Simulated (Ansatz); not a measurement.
The numbers come from plane-wave PAW DFT (Ansatz): r2SCAN, no spin polarisation, 500 eV, 5×5×3 Γ-centred k points, gaussian occupations (width 0.012 eV). Nothing was relaxed.

Computed maps in the lattice plane spanned by a (left to right, 6.91 Å, 21 points from zero) and b (bottom to top, 6.91 Å, 21 points from zero), 60° apart, at height 0.000 along c. The fields are smooth PAW ones with compensation charges, not the true ones near nuclei.

Valence density. Digits on a logarithmic scale: 0 up to 0.03 e/Å³, each further digit a factor of 1.6, 9 from 1.3 e/Å³ up:
```
668864235999995324688
888864334699996433468
788764323456765432346
566654323344554433234
344443233344444443332
323332334444444444443
433223345654444444565
754333457996544445699
996433469999754445799
999544459999964444699
999644446999995444599
999754445799996433469
799654444569975433345
456544444445654332233
334444444444443323332
323334444444333234444
543233445544332345666
764323456765432346788
886433469999643346888
688642359999953246886
068753347999974335786
```

ELF. Ten even steps from '0' (0.00) to '9' (0.94):
```
006982000389830002896
868984011146641110489
999984112211111221148
688862013431111343102
124421012454333454210
000100001234555543210
001111000111355531110
101232101341135531143
731244213786113531168
984135314899611441169
996114411699841353148
786113531168731244213
134113553114310123210
001113555311100011110
001234555543210000100
101245433345421012442
620134311113431026888
984112211111221148999
898401114664111048986
069820003898300028960
008961001799710016980
```

The cell is Cs3Cr9Sb2. Which atoms lie within 0.2 Å of this plane, and where (fractions of a and b)?

Cs at (0.00, 0.00), Cr at (0.50, 0.00), Cr at (0.50, 0.50), Cr at (0.00, 0.50). The whole cell:
```
CELL_PARAMETERS angstrom
3.45362 5.98185 0.00000
-3.45362 5.98185 0.00000
0.00000 0.00000 8.48954
ATOMIC_POSITIONS crystal
Cs 0.66670 0.66660 0.67200
Cs 0.33330 0.33340 0.32800
Cs 0.00000 0.00000 0.00000
Cr 0.50000 0.00000 0.00000
Cr 0.50000 0.50000 0.00000
Cr 0.00000 0.50000 0.00000
Sb 0.66670 0.66660 0.19600
Sb 0.33330 0.33340 0.80400
Cr 0.14900 0.70200 0.64600
Cr 0.14900 0.14900 0.64600
Cr 0.70200 0.14900 0.64600
Cr 0.85100 0.29800 0.35400
Cr 0.29800 0.85100 0.35400
Cr 0.85100 0.85100 0.35400
```

Origin: a known structure type with other elements, at an estimated volume, so it need not be a known compound. Caveats: no spin polarisation, so a magnetic state may lie lower; atoms or cell far from equilibrium.
